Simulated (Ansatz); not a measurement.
## Structure relaxation, Bi2Se3

The start is a generated cell, Bi2Se3 built in the AFLOW prototype A3B2_hR5_155_e_c (D5_e, as in Ni3S2). Cell shape, volume and atoms are optimised at zero target pressure with PBE (plane waves to 420 eV, PAW, scalar-relativistic; Ansatz, a first-principles code). First-step values are on the input's coarse k-mesh.

Ansatz input (later rounds restart from its end on a renewed k-mesh):
Ansatz 0.2 input:
```yaml
crystal:
  lattice:
    - [3.6891109, 2.1299092, 3.0520586]
    - [-3.6891109, 2.1299092, 3.0520586]
    - [0, -4.2598184, 3.0520586]
  atoms:
    - { symbol: Se, position: [0.2449, 0.7551, 0.5] }
    - { symbol: Se, position: [0.5, 0.2449, 0.7551] }
    - { symbol: Se, position: [0.7551, 0.5, 0.2449] }
    - { symbol: Bi, position: [0.2521, 0.2521, 0.2521] }
    - { symbol: Bi, position: [0.7479, 0.7479, 0.7479] }
basis: { ecutwfc: 420, ecutrho_ratio: 4, xc_grid: 2, fft_grid_basis: typed }
kpoints: { mp_grid: { grid: [5, 5, 5] } }
hamiltonian:
  xc: pbe
  dispersion: none
  pseudopotentials: { azcp: { folder: ./paw }, kind: paw }
scf: { occupations: { method: fermi_dirac, width: 0.05 } }
relax: { f_tol: 0.01, max_steps: 100, cell: { stress_tol: 0.02 } }
output: { forces: true, stress: true }
```

Question: How large is the pressure on the unrelaxed cell, and of which sign?

Answer: +6.5 GPa (positive: the cell is compressed).

Question: Which atoms feel the largest initial force, and how large is it?

Answer: 0.48 eV/Å, on Bi4, Bi5 (atoms numbered as listed).

Question: How much energy is released per atom?

Answer: 0.21 eV/atom.

Question: How does the volume change?

Answer: +19.2 %, from 28.78 to 34.32 Å³/atom.

Question: How do the shortest distances between atoms change?

Answer: The closest pairs of elements (up to four, under 3.6 Å), start → end: Bi–Se 2.90 → 2.86 Å; Se–Se 3.21 → 3.64 Å.

Question: Write out the relaxed structure.

Answer: 
Space group R32, hexagonal axes (No. 155); a = b = 7.4185 Å, c = 10.7999 Å, α = β = 90.00°, γ = 120.00°

```json
[
 {"atom": "Se", "site": "9e", "symmetry": ".2", "x": "0.2915", "y": "0.2915", "z": "0.5000"},
 {"atom": "Bi", "site": "6c", "symmetry": "3.", "x": "0.0000", "y": "0.0000", "z": "0.3267"}
]
```
(The calculation used a cell of 5 atoms; values per cell refer to that cell.)

The space group stays R32 (No. 155) (the run could not lower it), with 5 atoms in the primitive cell. Final values are on a 6×6×6 k-mesh of the relaxed cell. No spin polarisation in the result.

The run could not lower the symmetry of its start; a shaken copy of this end point relaxes with PBE to R3 (No. 146), 27 meV/atom lower.

The relaxed structure here is a generated cell of Bi2Se3: the first start was made by placing the elements on the sites of a structure type, and the end was not matched to a known phase here, so it may be hypothetical. Known forms of Bi2Se3 include space group No. 166.
